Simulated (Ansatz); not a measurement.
## VSi, one cell by several methods

```yaml
crystal:
  lattice:
    - [0.00000, 2.44366, 2.44366]
    - [2.44366, 0.00000, 2.44366]
    - [2.44366, 2.44366, 0.00000]
  atoms:
    - { symbol: V, position: [0.00000, 0.00000, 0.00000] }
    - { symbol: Si, position: [0.50000, 0.50000, 0.50000] }
```

Atom numbers follow the list: V1, Si2.

Conventional cell: a = 4.887 Å, b = 4.887 Å, c = 4.887 Å, α = 90.00°, β = 90.00°, γ = 90.00°. V (atom 1) is surrounded by 6 Si at 2.44 Å. Si (atom 2) is surrounded by 6 V at 2.44 Å.

The structure comes from a relaxation in the same program, started in the rocksalt type, and has space group Fm-3m. Whether it is a known phase or the ground state wasn't checked.

Levels of theory: DFT, PBE, PAW with Ansatz's default frozen-core files, scalar-relativistic (Ansatz 0.2.0); DFT, PBE, all-electron PAW with datasets made for the crystal, scalar-relativistic (Ansatz 0.2.0); DFT, PBE, all-electron LAPW, scalar-relativistic (Ansatz 0.2.0).

For PAW: a Γ-centred 13×13×13 k mesh, Fermi–Dirac smearing of 0.03 eV, cutoff 420 eV, spin-polarised from start moments V1 1.5 μB (the moments died away, and the run ended non-magnetic). The crystal-made all-electron datasets (AE datasets) take a cutoff of 260 eV at this cell. LAPW targets a basis error of 0.5 meV/atom. The Ansatz runs share mesh, smearing and spin set-up. Plane-wave (PAW) pressures include the program's estimate of the Pulay term.

Stress and pressure are positive in compression.

Levels count from the Fermi level.

| quantity | PAW | AE datasets | LAPW |
| --- | --- | --- | --- |
| pressure (GPa) | 0.01 | -0.01 | -0.01 |
| highest filled level at U (eV) | -1.680 | -1.680 | -1.680 |
| lowest empty level at U (eV) | 0.025 | 0.024 | 0.024 |
| highest filled level at Γ (eV) | -0.626 | -0.625 | -0.625 |
| lowest empty level at Γ (eV) | 3.557 | 3.551 | 3.551 |
| highest filled level at X (eV) | -2.546 | -2.544 | -2.544 |
| lowest empty level at X (eV) | 0.063 | 0.064 | 0.064 |
